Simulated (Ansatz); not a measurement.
**SiGe: a vibration from a frozen displacement**

The calculation used DFT r2SCAN, scalar-relativistic, plane waves, PAW (Ansatz). The runs took a 500 eV cutoff, a Γ-centred 12×12×4 mesh and Gaussian smearing (0.05 eV). No spin polarisation. Energies are free energies at this smearing, counted from the undisturbed cell; pressure is positive in compression.

The undisturbed cell (as given, not relaxed at this level; it stands at 0.0 GPa, and it needn't be the usual structure):

```xyz
4
Lattice="3.9045 0.0000 0.0000 -1.9522 3.3814 0.0000 0.0000 0.0000 6.4508" Properties=species:S:1:pos:R:3 pbc="T T T"
Si    1.9522    1.1271    5.6419
Si    0.0000    2.2542    2.4165
Ge    1.9522    1.1271    3.2279
Ge    0.0000    2.2542    0.0025
```

Every Si atom is moved by x along the Cartesian unit vector (0.000, 0.000, 1.000); the cell and all other atoms stay fixed. The cell's volume is 85.17 Å³; the moved atoms weigh 56.170 u together and the others 145.260 u.

| x (Å) | ΔE (meV/cell) | total force on the moved atoms along the move (eV/Å) | pressure (GPa) |
| --- | --- | --- | --- |
| -0.5000 | 4761.84 | 23.2624 | 13.5896 |
| -0.3750 | 2412.02 | 14.8936 | 6.2756 |
| -0.2500 | 971.71 | 8.5252 | 2.1904 |
| -0.1250 | 216.73 | 3.6964 | 0.3914 |
| 0.0000 | 0.00 | -0.0346 | 0.0329 |
| 0.1250 | 179.66 | -2.6590 | 0.6091 |
| 0.2500 | 605.22 | -3.9682 | 1.6820 |
| 0.3750 | 1141.12 | -4.4050 | 2.8507 |
| 0.4375 | 1415.09 | -4.3728 | 3.3954 |
| 0.5000 | 1684.04 | -4.1962 | 3.8802 |

Question: What frequency belongs to this motion?

Answer: The force constant is k = −dF/dx = 25.422 eV/Å², from the parabola through x = -0.1250, 0 and 0.1250. In every cell the moved atoms swing against the rest, so the mass is μ = m₁m₂/(m₁ + m₂) = 40.507 u, and ν̃ = 521.5 cm⁻¹ × √(|k|/μ) = 413 cm⁻¹. To first order in x, and within 1 %, the force on every atom lies along the move and, within each of the two groups, in proportion to the atom's mass, so this is itself a mode at the zone centre of this cell, taken without macroscopic field (the transverse frequency in a polar insulator).

Question: How far does the harmonic law reach?

Answer: At x = -0.500 Å, kx²/2 = 3177.70 meV against the computed 4761.84 meV (+49.9 %): the well stiffens in this direction at large amplitude.

The gap closes along the scan, which can put kinks into the curve.